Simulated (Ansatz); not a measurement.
Ba2NaReO6:
```
Ba2NaReO6
1.0
    0.00000     4.12322     4.12322
    4.12322     0.00000     4.12322
    4.12322     4.12322     0.00000
Na Ba Re O
1 2 1 6
Cartesian
  0.00000   0.00000   0.00000
  6.18483   6.18483   6.18483
  2.06161   2.06161   2.06161
  4.12322   4.12322   4.12322
  4.12322   4.12322   5.99854
  4.12322   4.12322   2.24790
  5.99854   4.12322   4.12322
  2.24790   4.12322   4.12322
  4.12322   5.99854   4.12322
  4.12322   2.24790   4.12322
```

Tensor components refer to the Cartesian frame of this cell.

Question: Give the high-frequency dielectric tensor and the Born effective charge tensors of the independent atoms from DFPT, DFT-PBEsol in the program Ansatz with PAW potentials.

Answer: 
ε∞:
```
4.48  0.00  0.00
0.00  4.48  0.00
0.00  0.00  4.48
```
Z* of atom 1 (Na), rows: field, columns: displacement, in e:
```
1.43  0.00  0.00
0.00  1.43  0.00
0.00  0.00  1.43
```
Z* of atom 2 (Ba), rows: field, columns: displacement, in e:
```
2.83  0.00  0.00
0.00  2.83  0.00
0.00  0.00  2.83
```
Z* of atom 4 (Re), rows: field, columns: displacement, in e:
```
6.68  0.00  0.00
0.00  6.68  0.00
0.00  0.00  6.68
```
Z* of atom 5 (O), rows: field, columns: displacement, in e:
```
-1.77   0.00   0.00
 0.00  -1.77   0.00
 0.00   0.00  -3.35
```

Static charges for comparison (Bader): Na1 +0.85, Ba2 +1.58, Re4 +2.93, O5 -1.16 e. Born charges measure polarisation by displacement and can exceed these by far.

Space group Fm-3m. The first step of the workflow began from a Materials Project structure, measured or hypothetical; the Crystallography Open Database files this formula in space group No. 225, but the cells were not matched. Its standing as an ambient phase is unchecked. Symmetry was held in the PBEsol relaxation; whether a distortion lowers the energy is not shown. The run is not spin-polarised. Scalar-relativistic: spin–orbit coupling is off unless named, which matters more the heavier the elements.

Potentials: the later of the program's two PAW sets.
